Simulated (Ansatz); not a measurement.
# Nb: from a starting cell to a relaxed one

The start is a relaxed Nb cell displaced along its unstable phonon at q = (0, 0, ½) of its primitive reciprocal cell (121i cm⁻¹), largest move 0.15 Å. Cell shape, volume and atoms are optimised at zero target pressure with PBEsol (plane waves to 420 eV, PAW, scalar-relativistic; Ansatz, a first-principles code). First-step values are on the input's coarse k-mesh.

Ansatz input (later rounds restart from its end on a renewed k-mesh):
Ansatz 0.2 input:
```yaml
crystal:
  lattice:
    - [1.4601435004, -2.3729308181, 0]
    - [1.4601435004, 2.3729308181, 0]
    - [0, 0, 5.3940515804]
  atoms:
    - { symbol: Nb, position: [0.5513648145, 0.5513648145, 0] }
    - { symbol: Nb, position: [0.4486351855, 0.4486351855, 0.5] }
basis: { ecutwfc: 420, ecutrho_ratio: 4, xc_grid: 2, fft_grid_basis: typed }
kpoints: { mp_grid: { grid: [13, 13, 6] } }
hamiltonian:
  xc: pbesol
  dispersion: none
  pseudopotentials: { kind: paw }
scf: { occupations: { method: fermi_dirac, width: 0.05 } }
relax: { f_tol: 0.01, max_steps: 100, cell: { stress_tol: 0.02 } }
output: { forces: true, stress: true }
```

```json
{
 "largest_initial_force": "0.55 eV/Å, on Nb1, Nb2 (atoms numbered as listed)",
 "energy_released": "0.60 eV/atom",
 "volume_change": "-6.3 %, from 18.69 to 17.50 Å³/atom",
 "optimiser_moves": "18"
}
```

It ends as:

Space group Im-3m (No. 229); a = 3.271 Å, b = 3.271 Å, c = 3.271 Å, α = 90.00°, β = 90.00°, γ = 90.00°

```
atom  site  symmetry       x       y       z
----  ----  --------  ------  ------  ------
Nb      2a      m-3m  0.0000  0.0000  0.0000
```
(The calculation used a cell of 1 atom; values per cell refer to that cell.)

Final values are on a 20×20×20 k-mesh of the relaxed cell. No spin polarisation in the result.

The run could not lose the symmetry of its start.

Of the parent cell (Cmmm (No. 65)): it is a generated cell of Nb: the first start was made by placing the elements on the sites of a structure type, and the end was not matched to a known phase here, so it may be hypothetical. Known forms of Nb include space group No. 229.
